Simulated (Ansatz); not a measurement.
Here is the system:

PbS:
```xyz
2
Lattice="0.0000 3.0043 3.0043 3.0043 0.0000 3.0043 3.0043 3.0043 0.0000" Properties=species:S:1:pos:R:3 pbc="T T T"
Pb     0.0000     0.0000     0.0000
S      3.0043     3.0043     3.0043
```

This is the PBE-relaxed structure.

Task: All from PBE in the plane-wave PAW code Ansatz, unless another level is named. Give the Debye temperature from the elastic constants.

Result: 224 K.

Task: Next, the elastic constants (relaxed ions, GPa)?

Result: C11 = 125, C12 = 16.8, C44 = 20.1.

Task: And the highest zone-centre frequency (without LO–TO term)?

Result: 37 cm⁻¹.

Space group Fm-3m (rock salt). The PBE relaxation kept the symmetry of its start; of distortions, only those at the zone centre were tested. Spin–orbit coupling is left out wherever it is not named.

Potentials: the later of the program's two PAW sets.
